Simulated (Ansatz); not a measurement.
Se (trigonal-Se type, space group P3_121)

```xyz
6
Lattice="9.0132 0.0000 0.0000 -2.2533 3.9028 0.0000 0.0000 0.0000 4.9888" Properties=species:S:1:pos:R:3 pbc="T T T"
Se     0.9774     0.0000     4.1574
Se     5.4840     0.0000     4.1574
Se    -0.4887     0.8465     0.8315
Se     4.0179     0.8465     0.8315
Se     1.7646     3.0563     2.4944
Se     6.2712     3.0563     2.4944
```

Scan: atom 1 (Se, nearest neighbour Se at 2.373 Å; its periodic images, 4.5 Å or more away, move with it) is displaced along Cartesian z, direction (0.000, 0.000, 1.000) in Cartesian axes, by s. The other atoms stay.

Level of theory: r2SCAN (plane waves to 500 eV, PAW, scalar-relativistic; Ansatz, a first-principles code). k mesh 7×7×6 (Γ-centred), Fermi-Dirac smearing 0.05 eV. E stands for the smeared free energy. Se was relaxed with its symmetry unable to fall. The PAW data are Ansatz's earlier set. The zero of ΔE is the undisplaced structure.

```
s (Å)   ΔE (meV/cell)
------  -------------
-0.240          255.7
-0.192          162.9
-0.144           91.3
-0.096           40.5
-0.048           10.1
0.000             0.0
0.048            10.1
0.096            40.6
0.144            91.8
0.192           163.9
0.240           257.7
```

### Question
What force constant k = d²E/ds² at s = 0 does the table give?

### Answer
8.8 eV/Å². It is the second difference of the nearest points, corrected with the next pair.

### Question
With k = 8.78 eV/Å² from the forces, is the well harmonic out to s = 0.240 Å?

### Answer
½ks² = 252.9 meV/cell against the computed 257.7 meV/cell, so the well is close to harmonic there.

(For displaced atoms, the force is minus the slope of the energy, and its curvature is a force constant, which sets phonon frequencies.)
